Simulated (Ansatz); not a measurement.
Does the structure type survive?

These are results of Ansatz, DFT PBEsol, scalar-relativistic, plane waves, PAW, not measurements. All cells share a 420 eV cutoff and Γ-centred k meshes spaced at most 0.3 Å⁻¹ (0.19 for metals, 2π included).

Each formula is placed on the named type at a guessed volume, then cell and atoms relax at zero pressure without lowering the symmetry. Keeping the type says nothing about stability against other structures or lower symmetry. Neighbours of an atom are counted within 25 % of the shortest distance of their pair. The atoms listed around a site end at a clear gap in distance instead, so their number can differ.

Spin–orbit coupling is left out.

Task: Does Pt keep the trigonal selenium type (P3_121, No. 152)?

Result: No, it turns into the simple cubic structure, Pm-3m (No. 221), a = 2.587 Å. Pt is coordinated by 6 Pt at 2.59 Å.

Task: Pt on the omega type (P6/mmm, No. 191): does the type hold?

Result: Yes: a = 4.472 Å, c = 2.666 Å. Pt on Wyckoff site a (1 atom of the primitive cell) is coordinated by 2 Pt at 2.67 Å and 12 Pt at 2.91 Å; Pt on Wyckoff site d (2 atoms of the primitive cell) has 5 Pt at 2.58–2.67 Å and 6 Pt at 2.91 Å.

Task: Does Pt keep the dhcp type (P6_3/mmc, No. 194)?

Result: Yes: a = 2.750 Å, c = 9.209 Å. Pt on Wyckoff site a (2 atoms of the primitive cell) has 12 Pt at 2.75–2.80 Å; Pt on Wyckoff site d (2 atoms of the primitive cell) has 12 Pt at 2.75–2.80 Å.

Task: Does Pt keep the samarium (9R) type (R-3m, No. 166)?

Result: Yes: a = 2.745 Å, c = 20.822 Å. Around Pt on Wyckoff site a (1 atom of the primitive cell) lie 12 Pt at 2.74–2.80 Å; Pt on Wyckoff site c (2 atoms of the primitive cell) is coordinated by 12 Pt at 2.74–2.82 Å.